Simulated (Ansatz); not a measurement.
HfN (rock salt) is sheared across one {100} plane: the third cell vector gains the shift, so faults repeat every 6.8 Å. The cut lies between planes 2.27 Å apart; the cell height is held.

```
CELL_PARAMETERS angstrom
      3.21584     0.00000     0.00000
      0.00000     3.21584     0.00000
      1.60792     1.60792     6.82183
ATOMIC_POSITIONS crystal
  N  0.00000 0.00000 0.83333
  N  0.33333 0.33333 0.16667
  N  0.66667 0.66667 0.50000
  Hf 0.50000 0.50000 0.83333
  Hf 0.83333 0.83333 0.16667
  Hf 0.16667 0.16667 0.50000
```

In-plane vectors a = (3.216, 0.000) Å, b = (0.000, 3.216) Å, area 10.34 Å². The shift is s times the vector a (length 3.216 Å), so s = 1 restores the start. The shift is rigid: no atom relaxes. γ = [E(shift) − E(0)] / area.

The numbers are results of PBE (plane waves to 420 eV, PAW, scalar-relativistic; Ansatz, a quantum-chemistry and plane-wave program), not measurements. k mesh 12×12×12 (Γ-centred), Fermi-Dirac smearing 0.05 eV. E is the zero-smearing estimate. With partly filled bands, the k mesh leaves noise in γ, roughly 0.02 J/m² as judged from a few cases. Faults lie only 6.8 Å apart, and holding the cell height and the atoms raises γ above its relaxed value. HfN is run without spin polarisation. HfN was relaxed with its symmetry unable to fall. Spin-orbit coupling is left out, though Hf is heavy. γ is measured from zero shift. The last digit holds for this mesh only.

| s | γ (J/m²) |
|---|---|
| 0.000 | 0.00 |
| 0.083 | 0.22 |
| 0.167 | 0.84 |
| 0.250 | 1.77 |
| 0.333 | 2.84 |
| 0.417 | withheld |
| 0.500 | 4.08 |
| 0.583 | withheld |
| 0.667 | 2.84 |
| 0.750 | 1.77 |
| 0.833 | 0.84 |
| 0.917 | 0.22 |

Task: Fit a Fourier form (three harmonics of 1 − cos and sin) to the given rows and predict γ at s = 0.417.

Result: Least squares on the 10 given rows: γ = (2.027)·[1 − cos(2πs)] + (-0.134)·[1 − cos(4πs)] + (0.014)·[1 − cos(6πs)], in J/m²; root-mean-square residual 0.002 J/m². At 0.417 the fit gives 3.73 J/m²; the calculation gives 3.73 J/m², the same to the digits shown. 

(The slope of γ gives the shear force per area between the displaced halves; near zero shift its curvature is an elastic stiffness.)
